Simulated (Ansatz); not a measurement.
## Bands of BiAs

```
As Bi
1.0
     0.00000    3.01651    3.01651
     3.01651    0.00000    3.01651
     3.01651    3.01651    0.00000
As Bi
1 1
Direct
  0.00000 0.00000 0.00000
  0.50000 0.50000 0.50000
```

Atom numbers follow the list: As1, Bi2.

The cell was built from the rocksalt type and relaxed in the same program, and has space group Fm-3m; it needn't be a known or the stable phase.

Spin–orbit coupling is left out, though it moves levels of the heavy atoms by tenths of an eV or more.

All numbers below come from DFT, PBE, all-electron LAPW, scalar-relativistic (Ansatz 0.2.0).

Sampling and basis: a Γ-centred 11×11×11 k mesh, Fermi–Dirac smearing of 0.03 eV, basis error target 0.25 meV/atom, no spin polarisation.

Points in fractions of the reciprocal vectors of this cell: Γ (0, 0, 0), X (0.5, 0, 0.5), U (0.625, 0.25, 0.625), K (0.375, 0.375, 0.75), L (0.5, 0.5, 0.5), W (0.5, 0.25, 0.75). The path joins them by straight lines in the order Γ–X–U–K–Γ–L–W–X; legs that retrace an earlier one aren't tabulated. Energies are in eV from the Fermi level.

**Question.** Metal or insulator at this level of theory?

**Answer.** No gap opens: metallic or semimetallic.

**Question.** Tabulate bands 26 to 33, counted from the lowest band of the run, along the path.

**Answer.** 
```
k (1/Å)  point  band 26  band 27  band 28  band 29  band 30  band 31  band 32  band 33
   0.00      Γ   -13.67    -6.60    -1.60    -1.60    -1.60     3.60     3.60     3.60
   0.26          -13.45    -7.19    -1.97    -1.97    -0.51     1.33     3.73     3.73
   0.52          -12.79    -8.12    -2.70    -2.70    -2.01     2.22     3.69     4.25
   0.78          -11.89    -8.76    -4.53    -3.29    -3.29     3.02     4.99     4.99
   1.04      X   -11.36    -8.98    -5.62    -3.51    -3.51     2.80     5.37     5.37
   1.13          -11.33    -9.06    -5.59    -3.47    -3.45     2.91     5.20     5.23
   1.23          -11.25    -9.29    -5.50    -3.36    -3.30     3.22     4.74     4.86
   1.32          -11.12    -9.63    -5.36    -3.17    -3.07     3.60     4.13     4.50
   1.41      U   -10.95   -10.02    -5.16    -2.91    -2.78     3.42     3.45     4.83
   1.57          -10.86   -10.22    -4.91    -3.70    -1.51     1.83     4.24     5.52
   1.73          -10.80   -10.32    -4.42    -4.40    -0.24     0.44     4.92     5.13
   1.89          -10.86   -10.22    -4.91    -3.70    -1.51     1.83     4.24     5.52
   2.05      K   -10.95   -10.02    -5.16    -2.91    -2.78     3.42     3.45     4.83
   2.32          -11.51    -9.95    -4.28    -1.74    -1.60     1.48     1.70     5.01
   2.60          -12.66    -8.69    -3.12    -0.54    -0.08     0.31     0.43     4.12
   2.88          -13.42    -7.31    -2.05    -1.27    -1.05     2.13     2.24     3.70
   3.15      Γ   -13.67    -6.60    -1.60    -1.60    -1.60     3.60     3.60     3.60
   3.38          -13.50    -7.11    -1.56    -1.56    -1.39     2.80     2.92     2.92
   3.60          -12.99    -8.30    -1.39    -1.39    -1.01     1.56     1.72     1.72
   3.83          -12.17    -9.68    -1.05    -1.05    -0.65     0.54     0.63     0.63
   4.05      L   -11.25   -10.81    -0.71    -0.71    -0.25    -0.10     0.02     0.02
   4.24          -11.18   -10.74    -2.13    -1.96    -0.46     0.00     1.47     1.88
   4.42          -11.01   -10.54    -3.49    -3.41    -0.36     0.20     3.38     3.82
   4.61          -10.80   -10.32    -4.42    -4.40    -0.24     0.44     4.92     5.13
   4.79      W   -10.71   -10.22    -4.76    -4.76    -0.19     0.55     5.30     5.30
   4.92          -10.90    -9.95    -5.12    -4.35    -1.26     1.76     4.45     5.98
   5.05          -11.15    -9.51    -5.39    -3.94    -2.40     3.32     3.62     5.67
   5.18          -11.31    -9.13    -5.56    -3.63    -3.21     3.02     4.72     5.44
   5.31      X   -11.36    -8.98    -5.62    -3.51    -3.51     2.80     5.37     5.37
```
